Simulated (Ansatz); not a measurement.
## AgI: computed property card

AgI:
```xyz
2
Lattice="0.0000 2.9500 2.9500 2.9500 0.0000 2.9500 2.9500 2.9500 0.0000" Properties=species:S:1:pos:R:3 pbc="T T T"
Ag     0.0000     0.0000     0.0000
I      2.9500     2.9500     2.9500
```

Space group Fm-3m (No. 225), rock salt; conventional cell a = b = c = 5.900 Å, α = β = γ = 90.00°.

Method: LDA (plane waves, PAW; program Ansatz). The cell and atoms are relaxed at this level. Other levels are named where they apply.

**Cell and energy**

Volume per atom: 25.67 Å³
Density: 7.59 g/cm³
Formation energy from the elements (no fitted shifts): -0.11 eV/atom

**Electronic structure**

- Band gap = 0.16 eV (indirect)
- Valence-band maximum = at L
- Conduction-band minimum = at X (3 equivalent valleys)
- Smallest direct gap on the standard path = 2.54 eV
- Electron effective mass = 0.20, 0.20, 0.45 mₑ (principal values)

**Mechanics**

- Bulk modulus (Birch–Murnaghan fit): 55.8 GPa
- Pressure derivative B′: 5.3
- Elastic constants (relaxed ions, GPa): C11 = 89.4, C12 = 39.0, C44 = 12.4
- Mechanical stability: stable (all eigenvalues of C positive)
- Hill bulk and shear moduli: 55.8 and 16.5 GPa
- Young's modulus: 45.2 GPa
- Poisson's ratio: 0.37
- Debye temperature from the elastic constants: 168 K

**Dielectric response**

* **Electronic dielectric constant ε∞ (DFPT)**: 8.75
* **Static dielectric constant ε0 (ions relaxed, cell fixed)**: 16.9
* **Born charges (a third of the trace)**: Ag +1.66, I -1.66 e

**Phonons**

* **Highest zone-centre frequency (without LO–TO term)**: 74 cm^-1
* **Zone-centre stability**: no imaginary mode at Γ
* **Dynamical stability on the path**: unstable, down to 43i cm⁻¹

This is a known high-pressure phase of the composition, computed here at zero pressure and temperature. Symmetry was held in the LDA relaxation. No spin polarisation was allowed. The references are the lowest solids computed at this level, not always the standard phases. Scalar-relativistic: spin–orbit coupling is off unless named, which matters more the heavier the elements.

Potentials: the earlier of the program's two PAW sets. The files were generated under PBE; for other functionals the program regenerates the frozen cores, and for LDA and PBEsol the local potential too.
